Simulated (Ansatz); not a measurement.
A relaxation computed with Ansatz, from input to last step.

```yaml
crystal:
  lattice:
    - [5.5184132515, -3.6948096364, 0.0035430244]
    - [5.5184132515, 3.6948096364, 0.0035430244]
    - [-1.5010996241, 0.0, 9.5335008799]
  atoms:
    - { symbol: Cu, position: [0.6265516661, 0.5742753787, 0.203751262] }
    - { symbol: Cu, position: [0.4257246213, 0.3734483339, 0.296248738] }
    - { symbol: Cu, position: [0.3734483339, 0.4257246213, 0.796248738] }
    - { symbol: Cu, position: [0.5742753787, 0.6265516661, 0.703751262] }
    - { symbol: Cu, position: [0.7992574468, 0.8123977858, 0.6084228526] }
    - { symbol: Cu, position: [0.1876022142, 0.2007425532, 0.8915771474] }
    - { symbol: Cu, position: [0.2007425532, 0.1876022142, 0.3915771474] }
    - { symbol: Cu, position: [0.8123977858, 0.7992574468, 0.1084228526] }
    - { symbol: Cu, position: [0.0, 0.0, 0.0] }
    - { symbol: Cu, position: [0.0, 0.0, 0.5] }
    - { symbol: Cu, position: [0.8421652136, 0.1578347864, 0.25] }
    - { symbol: Cu, position: [0.1578347864, 0.8421652136, 0.75] }
    - { symbol: Sn, position: [0.2247391757, 0.5555827152, 0.5294222475] }
    - { symbol: Sn, position: [0.4444172848, 0.7752608243, 0.9705777525] }
    - { symbol: Sn, position: [0.7752608243, 0.4444172848, 0.4705777525] }
    - { symbol: Sn, position: [0.5555827152, 0.2247391757, 0.0294222475] }
    - { symbol: Sn, position: [0.627671202, 0.9456522252, 0.3557190537] }
    - { symbol: Sn, position: [0.0543477748, 0.372328798, 0.1442809463] }
    - { symbol: Sn, position: [0.372328798, 0.0543477748, 0.6442809463] }
    - { symbol: Sn, position: [0.9456522252, 0.627671202, 0.8557190537] }
    - { symbol: Sn, position: [0.2001987751, 0.7998012249, 0.25] }
    - { symbol: Sn, position: [0.7998012249, 0.2001987751, 0.75] }
basis:
  ecutwfc: 500
kpoints:
  mp_grid: { grid: [6, 6, 4] }
hamiltonian:
  xc: r2scan
scf:
  occupations: { method: gaussian, width: 0.1 }
output:
  forces: true
  stress: true
  eigenvalues: true
relax:
  adjacent_minimum: "off"
  f_tol: 0.005
  max_steps: 80
  cell: { stress_tol: 0.05 }
```

```bash
ansatz run input.yaml --threads 4 --pin off --max-ram 10240MiB --backend cpu --events-out ev --progress --plain --runs-dir out
```

Level of theory: DFT r2SCAN, scalar-relativistic, plane waves, PAW in Ansatz.

Of 6 frames 5 are shown, positions in Å and forces in eV/Å; the SCF threshold varies from step to step. Steps run on the plane waves of an earlier cell, with a Pulay correction in the pressure. The basis is chosen afresh for the last frame, the zero of the energies, and at times for earlier ones too; energy and pressure can step there, also at an unchanged geometry. Where two frames share a geometry here, they differ by under 2 meV/atom and 0.3 GPa.

```xyz
22
Lattice="5.5184 -3.6948 0.0035 5.5184 3.6948 0.0035 -1.5011 0.0000 9.5335" Properties=species:S:1:pos:R:3:forces:R:3 pbc="T T T" step=1 free_energy_over_end_meV_per_atom=2.74 pressure_GPa=-0.03
Cu    6.3208   -0.1932    1.9467    0.0346    0.0217   -0.0269
Cu    3.9655   -0.1932    2.8271   -0.0346    0.0217    0.0269
Cu    3.2149    0.1932    7.5939   -0.0346   -0.0217    0.0269
Cu    5.5703    0.1932    6.7135    0.0346   -0.0217   -0.0269
Cu    7.9805    0.0486    5.8061   -0.0140   -0.0152    0.0153
Cu    0.8047    0.0486    8.5012    0.0140   -0.0152   -0.0153
Cu    1.5553   -0.0486    3.7345    0.0140    0.0152   -0.0153
Cu    8.7310   -0.0486    1.0394   -0.0140    0.0152    0.0153
Cu    0.0000    0.0000    0.0000    0.0000    0.0000    0.0000
Cu   -0.7506    0.0000    4.7668    0.0000    0.0000    0.0000
Cu    5.1431   -2.5285    2.3869    0.0000    0.0229    0.0000
Cu    4.3926    2.5285    7.1537    0.0000   -0.0229    0.0000
Sn    3.5114    1.2224    5.0500    0.0235   -0.0087   -0.0462
Sn    5.2738    1.2224    9.2573   -0.0235   -0.0087    0.0462
Sn    6.0243   -1.2224    4.4906   -0.0235    0.0087    0.0462
Sn    4.2620   -1.2224    0.2833    0.0235    0.0087   -0.0462
Sn    8.1483    1.1749    3.3968   -0.0353    0.0037    0.0220
Sn    2.1380    1.1749    1.3770    0.0353    0.0037   -0.0220
Sn    1.3874   -1.1749    6.1438    0.0353   -0.0037   -0.0220
Sn    7.3977   -1.1749    8.1636   -0.0353   -0.0037    0.0220
Sn    5.1431    2.2154    2.3869    0.0000   -0.0523    0.0000
Sn    4.3926   -2.2154    7.1537    0.0000    0.0523    0.0000
22
Lattice="5.4967 -3.6450 0.0139 5.4967 3.6450 0.0139 -1.4775 0.0000 9.6958" Properties=species:S:1:pos:R:3:forces:R:3 pbc="T T T" step=2 free_energy_over_end_meV_per_atom=0.18 pressure_GPa=-0.01
Cu    6.3043   -0.1850    1.9897    0.0356   -0.0105   -0.0213
Cu    3.9504   -0.1850    2.8859   -0.0356   -0.0105    0.0213
Cu    3.2117    0.1850    7.7338   -0.0356    0.0105    0.0213
Cu    5.5656    0.1850    6.8376    0.0356    0.0105   -0.0213
Cu    7.9601    0.0395    5.9243    0.0127   -0.0154    0.0050
Cu    0.8172    0.0395    8.6471   -0.0127   -0.0154   -0.0050
Cu    1.5559   -0.0395    3.7992   -0.0127    0.0154   -0.0050
Cu    8.6989   -0.0395    1.0764    0.0127    0.0154    0.0050
Cu    0.0000    0.0000    0.0000    0.0000    0.0000    0.0000
Cu   -0.7387    0.0000    4.8479    0.0000    0.0000    0.0000
Cu    5.1274   -2.4913    2.4378    0.0000    0.0640    0.0000
Cu    4.3887    2.4913    7.2857    0.0000   -0.0640    0.0000
Sn    3.5227    1.1833    5.1530    0.0013    0.0218   -0.0427
Sn    5.2546    1.1833    9.4184   -0.0013    0.0218    0.0427
Sn    5.9933   -1.1833    4.5705   -0.0013   -0.0218    0.0427
Sn    4.2614   -1.1833    0.3051    0.0013   -0.0218   -0.0427
Sn    8.1158    1.1384    3.4842    0.0163   -0.0090   -0.0208
Sn    2.1390    1.1384    1.3914   -0.0163   -0.0090    0.0208
Sn    1.4003   -1.1384    6.2393   -0.0163    0.0090    0.0208
Sn    7.3770   -1.1384    8.3321    0.0163    0.0090   -0.0208
Sn    5.1274    2.1845    2.4378    0.0000    0.0296    0.0000
Sn    4.3887   -2.1845    7.2857    0.0000   -0.0296    0.0000
22
Lattice="5.4970 -3.6424 0.0167 5.4970 3.6424 0.0167 -1.4727 0.0000 9.7015" Properties=species:S:1:pos:R:3:forces:R:3 pbc="T T T" step=3 free_energy_over_end_meV_per_atom=0.05 pressure_GPa=0.00
Cu    6.3084   -0.1826    1.9952    0.0116   -0.0130   -0.0027
Cu    3.9493   -0.1826    2.8889   -0.0116   -0.0130    0.0027
Cu    3.2130    0.1826    7.7397   -0.0116    0.0130    0.0027
Cu    5.5720    0.1826    6.8459    0.0116    0.0130   -0.0027
Cu    7.9655    0.0362    5.9326    0.0043   -0.0001   -0.0041
Cu    0.8195    0.0362    8.6530   -0.0043   -0.0001    0.0041
Cu    1.5559   -0.0362    3.8022   -0.0043    0.0001    0.0041
Cu    8.7019   -0.0362    1.0819    0.0043    0.0001   -0.0041
Cu    0.0000    0.0000    0.0000    0.0000    0.0000    0.0000
Cu   -0.7363    0.0000    4.8507    0.0000    0.0000    0.0000
Cu    5.1289   -2.4800    2.4421    0.0000    0.0594    0.0000
Cu    4.3925    2.4800    7.2928    0.0000   -0.0594    0.0000
Sn    3.5275    1.1862    5.1497   -0.0025   -0.0006    0.0030
Sn    5.2575    1.1862    9.4359    0.0025   -0.0006   -0.0030
Sn    5.9939   -1.1862    4.5851    0.0025    0.0006   -0.0030
Sn    4.2639   -1.1862    0.2990   -0.0025    0.0006    0.0030
Sn    8.1208    1.1370    3.4892   -0.0091   -0.0020    0.0012
Sn    2.1369    1.1370    1.3949    0.0091   -0.0020   -0.0012
Sn    1.4006   -1.1370    6.2457    0.0091    0.0020   -0.0012
Sn    7.3845   -1.1370    8.3399   -0.0091    0.0020    0.0012
Sn    5.1289    2.1904    2.4421    0.0000   -0.0079    0.0000
Sn    4.3925   -2.1904    7.2928    0.0000    0.0079    0.0000
22
Lattice="5.4974 -3.6414 0.0183 5.4974 3.6414 0.0183 -1.4699 0.0000 9.7028" Properties=species:S:1:pos:R:3:forces:R:3 pbc="T T T" step=4 free_energy_over_end_meV_per_atom=0.01 pressure_GPa=0.00
Cu    6.3115   -0.1837    1.9974    0.0034    0.0023   -0.0018
Cu    3.9482   -0.1837    2.8906   -0.0034    0.0023    0.0018
Cu    3.2132    0.1837    7.7420   -0.0034   -0.0023    0.0018
Cu    5.5766    0.1837    6.8488    0.0034   -0.0023   -0.0018
Cu    7.9699    0.0354    5.9355    0.0019   -0.0009    0.0020
Cu    0.8199    0.0354    8.6554   -0.0019   -0.0009   -0.0020
Cu    1.5549   -0.0354    3.8040   -0.0019    0.0009   -0.0020
Cu    8.7048   -0.0354    1.0841    0.0019    0.0009    0.0020
Cu    0.0000    0.0000    0.0000    0.0000    0.0000    0.0000
Cu   -0.7350    0.0000    4.8514    0.0000    0.0000    0.0000
Cu    5.1299   -2.4665    2.4440    0.0000   -0.0044    0.0000
Cu    4.3949    2.4665    7.2954    0.0000    0.0044    0.0000
Sn    3.5286    1.1852    5.1502   -0.0008   -0.0027    0.0000
Sn    5.2612    1.1852    9.4407    0.0008   -0.0027    0.0000
Sn    5.9962   -1.1852    4.5893    0.0008    0.0027    0.0000
Sn    4.2636   -1.1852    0.2988   -0.0008    0.0027    0.0000
Sn    8.1207    1.1359    3.4923   -0.0010   -0.0014   -0.0001
Sn    2.1391    1.1359    1.3958    0.0010   -0.0014    0.0001
Sn    1.4041   -1.1359    6.2472    0.0010    0.0014    0.0001
Sn    7.3857   -1.1359    8.3437   -0.0010    0.0014   -0.0001
Sn    5.1299    2.1921    2.4440    0.0000    0.0065    0.0000
Sn    4.3949   -2.1921    7.2954    0.0000   -0.0065    0.0000
22
Lattice="5.4977 -3.6413 0.0185 5.4977 3.6413 0.0185 -1.4698 0.0000 9.7026" Properties=species:S:1:pos:R:3:forces:R:3 pbc="T T T" step=6 free_energy_over_end_meV_per_atom=0.00 pressure_GPa=0.00
Cu    6.3124   -0.1828    1.9972   -0.0002    0.0002    0.0002
Cu    3.9481   -0.1828    2.8910    0.0002    0.0002   -0.0002
Cu    3.2132    0.1828    7.7424    0.0002   -0.0002   -0.0002
Cu    5.5775    0.1828    6.8486   -0.0002   -0.0002    0.0002
Cu    7.9711    0.0349    5.9361   -0.0003    0.0000   -0.0003
Cu    0.8197    0.0349    8.6548    0.0003    0.0000    0.0003
Cu    1.5546   -0.0349    3.8035    0.0003    0.0000    0.0003
Cu    8.7060   -0.0349    1.0848   -0.0003    0.0000   -0.0003
Cu    0.0000    0.0000    0.0000    0.0000    0.0000    0.0000
Cu   -0.7349    0.0000    4.8513    0.0000    0.0000    0.0000
Cu    5.1303   -2.4663    2.4441    0.0000    0.0012    0.0000
Cu    4.3954    2.4663    7.2955    0.0000   -0.0012    0.0000
Sn    3.5288    1.1843    5.1508   -0.0002   -0.0003   -0.0004
Sn    5.2620    1.1843    9.4401    0.0002   -0.0003    0.0004
Sn    5.9969   -1.1843    4.5888    0.0002    0.0003    0.0004
Sn    4.2636   -1.1843    0.2995   -0.0002    0.0003   -0.0004
Sn    8.1213    1.1360    3.4928   -0.0002   -0.0003   -0.0002
Sn    2.1393    1.1360    1.3955    0.0002   -0.0003    0.0002
Sn    1.4044   -1.1360    6.2468    0.0002    0.0003    0.0002
Sn    7.3864   -1.1360    8.3441   -0.0002    0.0003   -0.0002
Sn    5.1303    2.1931    2.4441    0.0000   -0.0014    0.0000
Sn    4.3954   -2.1931    7.2955    0.0000    0.0014    0.0000
```

Time: 30 min on 4 threads of Intel(R) Xeon(R) Processor @ 2.50GHz (Skylake/Cascade Lake), on a shared host, peak memory 5.3 GiB.